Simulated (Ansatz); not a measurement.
HfC (rock salt)

```
CELL_PARAMETERS angstrom
      0.00000     2.30362     2.30362
      2.30362     0.00000     2.30362
      2.30362     2.30362     0.00000
ATOMIC_POSITIONS crystal
  C  0.00000 0.00000 0.00000
  Hf 0.50000 0.50000 0.50000
```

The volume is varied about the relaxed value V₀ at fixed cell shape. Symmetry pins the atoms to their sites.

Method: PBEsol (plane waves to 420 eV, PAW, scalar-relativistic; Ansatz, an electronic-structure program). k mesh 17×17×17 (Γ-centred), Fermi-Dirac smearing 0.05 eV. Energies are smeared free energies. Stress and pressure are positive under compression. HfC is run without spin polarisation. HfC was relaxed with its symmetry unable to fall. Spin-orbit coupling is left out, though Hf is heavy. The zero of ΔE is the relaxed starting cell. The last digit holds for this mesh only.

| V (Å³/atom) | ΔE (meV/atom) |
|---|---|
| 10.269 | 321.4 |
| 10.660 | 193.6 |
| 11.051 | 102.7 |
| 11.442 | 43.1 |
| 11.833 | 10.2 |
| 12.224 | 0.0 |
| 12.616 | 9.2 |
| 13.007 | 35.0 |
| 13.398 | 75.1 |
| 13.789 | withheld |
| 14.180 | 189.6 |

Q: Fit a third-order Birch-Murnaghan form (E₀, V₀, B₀, B₀′ free) to the given rows and predict ΔE at V = 13.789.

A: Least squares on the 10 given rows: ΔE = E₀ + (9V₀B₀/16)·y²·[2 + (B₀′ − 4)y], y = (V₀/V)^(2/3) − 1, with V₀ = 12.224 Å³/atom, B₀ = 247.9 GPa (160.2 GPa = 1 eV/Å³; the term in eV is multiplied by 1000), B₀′ = 3.92, E₀ = -0.01 meV/atom; root-mean-square residual 0.04 meV/atom. At 13.789 the fit gives 127.1 meV/atom; the calculation gives 127.2 meV/atom, so the interpolation is off by -0.1 (-0.1 %). For the pressure the fit gives -23.6 GPa against the computed -23.6 GPa.

(Under strain, the slope of the energy per volume gives the stress and its curvature an elastic modulus.)
